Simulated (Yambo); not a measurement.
Material: AlAs (zinc blende, space group F-43m, No. 216); a = b = c = 4.0128 Å, α = β = γ = 60.00° (2 atoms in the cell). Cell and atoms were relaxed with PBEsol from Materials Project entry mp-2172, within its symmetry.

With norm-conserving PBE (stringent potentials; Quantum ESPRESSO, 104 Ry, scalar-relativistic), the gap between the mesh's edge points (Γ → X) is 1.453 eV.

Task: What does a G0W0 run in Yambo give for it (4×4×4 Γ-centred k mesh, bands 5 to 202 and a 15 Ry block in the screening, 202 bands in G with the Bruneval-Gonze terminator, plasmon pole fitted at 27.2 eV)?

Result: The correction is 0.613 eV, giving 2.066 eV, 1.4 times the PBE value.  Nearest settings tried, and what they do to the gap: 105 bands in G: +2 meV; 105 bands in W, 105 bands in G: -59 meV; 9 Ry block (169 vectors against 331): -34 meV. Not varied: mesh. So the settings aren't converged at that level. Spin-orbit splittings are left out.
